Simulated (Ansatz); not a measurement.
GeS in space group P4/nmm (No. 129; Ge on 2c, S on 2a), DFT-PBE+D3(BJ) in the program Ansatz with PAW potentials, all energies at zero smearing, with the estimated change up to a 700 eV cutoff added, with one set of potentials and settings (totals compare only within such a set). Cell of 4 atoms (2 Ge, 2 S): -10395.589 eV.

| element | reference phase | E (eV/atom) |
|---|---|---|
| Ge | Fd-3m, 2 atoms in the cell | -4295.2765 |
| S | Fddd, 32 atoms in the cell | -902.2565 |

Formation energy per atom, worked out: (-10395.589 − 2×(-4295.2765) − 2×(-902.2565))/4 = -0.131 eV/atom (-13 kJ per mol of atoms), at 0 K, without zero-point energy or fitted corrections.

The cell is a constructed one: a structure type filled with these elements; neither database checked (COD, Materials Project) lists it. COD files the formula under space group No. 62. Its standing as an ambient phase is unchecked. The cell was relaxed with PBE+D3(BJ) under the symmetry of its start; its stability against distortions is not shown here. The references are the lowest solids computed at this level, not always the standard phases.

Potentials: the earlier of the program's two PAW sets.
